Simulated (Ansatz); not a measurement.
**NaCl, first-principles data**

NaCl:
```cif
data_ClNa
_chemical_formula_sum 'Na1 Cl1'
_space_group_name_H-M_alt 'Pm-3m'
_space_group_IT_number 221
_space_group_name_Hall '-P 4 2 3'
_cell_length_a 3.44695
_cell_length_b 3.44695
_cell_length_c 3.44695
_cell_angle_alpha 90.000
_cell_angle_beta 90.000
_cell_angle_gamma 90.000
loop_
_atom_site_label
_atom_site_type_symbol
_atom_site_symmetry_multiplicity
_atom_site_Wyckoff_symbol
_atom_site_fract_x
_atom_site_fract_y
_atom_site_fract_z
_atom_site_occupancy
Na1 Na 1 a 0.00000 0.00000 0.00000 1
Cl1 Cl 1 b 0.50000 0.50000 0.50000 1
```

Space group Pm-3m (No. 221), CsCl type; conventional cell a = b = c = 3.447 Å, α = β = γ = 90.00°.

Method: plane-wave PAW PBEsol (Ansatz code). Geometry: relaxed at this level of theory. Other levels are named where they apply.

**Cell and energy**

* **Volume per atom**: 20.48 Å³
* **Density**: 2.37 g/cm³
* **Formation energy from the elements (no fitted shifts)**: -1.67 eV/atom

**Electronic structure**

* **Band gap**: 4.00 eV (indirect)
* **Valence-band maximum**: at M
* **Conduction-band minimum**: at Γ
* **Smallest direct gap on the standard path**: 4.54 eV
* **Electron effective mass**: 0.36 mₑ (isotropic)
* **Hole effective mass**: 0.49, 4.2, 4.2 mₑ (principal values)
* **HSE06 gap on the PBEsol cell**: 5.47 eV

**Mechanics**

Bulk modulus (Birch–Murnaghan fit): 287 kbar
Pressure derivative B′: 4.7
Elastic constants (relaxed ions, GPa): C11 = 82.0, C12 = 2.0, C44 = -0.9
Mechanical stability: marginal (the smallest eigenvalue of C is near zero)

**Dielectric response**

- Electronic dielectric constant ε∞ (DFPT): 2.79
- Static dielectric constant ε0 (ions relaxed, cell fixed): 15.2
- Born charges (a third of the trace): Na +1.18, Cl -1.18 e

**Phonons**

* **Highest zone-centre frequency (without LO–TO term)**: 98 cm⁻¹
* **Zone-centre stability**: no imaginary mode at Γ
* **Dynamical stability on the path**: unstable, down to 73i cm⁻¹

This is a known high-pressure phase of the composition, computed here at zero pressure and temperature. The PBEsol relaxation kept the symmetry of its start. The references are the lowest solids computed at this level, not always the standard phases (solids in place of the gases).

Potentials: the later of the program's two PAW sets.
